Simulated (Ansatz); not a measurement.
## ScTaPb₂O₆: computed property card

ScTaPb2O6:
```
ScTaPb2O6
1.0
    0.00000     4.06581     4.06581
    4.06581     0.00000     4.06581
    4.06581     4.06581     0.00000
Sc Ta Pb O
1 1 2 6
Cartesian
  0.00000   0.00000   0.00000
  4.06581   4.06581   4.06581
  2.03291   2.03291   2.03291
  6.09872   6.09872   6.09872
  4.06581   4.06581   2.08377
  4.06581   4.06581   6.04786
  2.08377   4.06581   4.06581
  6.04786   4.06581   4.06581
  4.06581   2.08377   4.06581
  4.06581   6.04786   4.06581
```

Space group Fm-3m (No. 225); conventional cell a = 8.132 Å, b = 8.132 Å, c = 8.132 Å, α = 90.00°, β = 90.00°, γ = 90.00°.

Method: DFT-r²SCAN in the program Ansatz with PAW potentials. Structure relaxed to zero pressure with the same functional. Other levels are named where they apply.

### Cell and energy

| Quantity | Result |
|---|---|
| Volume per atom | 13.44 Å³ |
| Density | 9.10 g/cm³ |
| Formation energy from the elements (no fitted shifts) | -2.55 eV/atom |

### Electronic structure

| Item | Value |
|---|---|
| Band gap | 3.07 eV (direct) |
| Valence-band maximum | at X |
| Conduction-band minimum | at X (3 equivalent valleys) |
| Electron effective mass | 0.20, 0.37, 0.37 mₑ (principal values) |
| Electron effective mass with spin–orbit coupling | 0.21, 0.41, 0.41 mₑ (principal values) |
| Hole effective mass | 0.28, 0.81, 0.81 mₑ (principal values) |
| Hole effective mass with spin–orbit coupling | 0.26, 0.79, 0.79 mₑ (principal values) |
| HSE06 gap on the r²SCAN cell | 3.65 eV |
| Gap with spin–orbit coupling | 2.66 eV |

### Mechanics

| Property | Value |
|---|---|
| Bulk modulus (Birch–Murnaghan fit) | 172 GPa |
| Pressure derivative B′ | 4.5 |

### Charges

| Item | Result |
|---|---|
| Bader charges | Sc +2.12, Ta +3.01, Pb +1.43, O -1.33 e |

The first step of the workflow began from a Materials Project structure, measured or hypothetical; the Crystallography Open Database copy checked does not list it. Whether it is the stable phase at ambient conditions was not checked. Symmetry was held in the r²SCAN relaxation; whether a distortion lowers the energy is not shown. No spin polarisation was allowed. The references are the lowest solids computed at this level, not always the standard phases (solids in place of the gases). Scalar-relativistic: spin–orbit coupling is off unless named, which matters more the heavier the elements.

Potentials: the later of the program's two PAW sets.
